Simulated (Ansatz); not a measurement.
Structures of TlO2: which is lowest?

Plane-wave DFT in Ansatz with scalar-relativistic PAW potentials, cutoff 500 eV, Γ-centred meshes chosen by cell and gap, Gaussian smearing with energies taken to zero width. Every cell was relaxed (cell and atoms) in a run of its own, within the symmetry of its start. Functional: r2SCAN.

Relaxed structures (starts from databases or built by putting these elements on another compound's sites):
A. P4/nmm, 6 atoms in the computed cell, a = 3.280 Å, c = 6.522 Å; sites (symmetry × multiplicity) Tl 4mm × 2, O -4m2 × 2 + 4mm × 2; start: built
B. P4_2/mnm, 6 atoms in the computed cell, a = 4.931 Å, c = 3.503 Å; sites (symmetry × multiplicity) Tl m.mm × 2, O m.2m × 4; start: built

Q: Rank them by energy. Could pressure change the order?

A:
| structure | group | E − E(lowest) (meV/atom) | V (Å³/atom) | gap on mesh (eV) |
| --- | --- | --- | --- | --- |
| B | P4_2/mnm | 0.0 | 14.20 | 0.00 |
| A | P4/nmm | 76 | 11.69 | 0.00 |

B is lowest, 76 meV/atom under A. A is denser by 2.50 Å³/atom, so pressure favours it: ΔE/ΔV, with ΔE in eV and 1 eV/Å³ = 160.2 GPa, gives about 4.9 GPa for equal enthalpy if both cells were rigid, a rough figure since the two compress differently. Other structures may lie lower than all of these, and vibrations aren't counted.

Spin-orbit coupling is left out, which matters for the bands of heavy elements. For Tl, Pb and Bi spin-orbit coupling shifts energies too.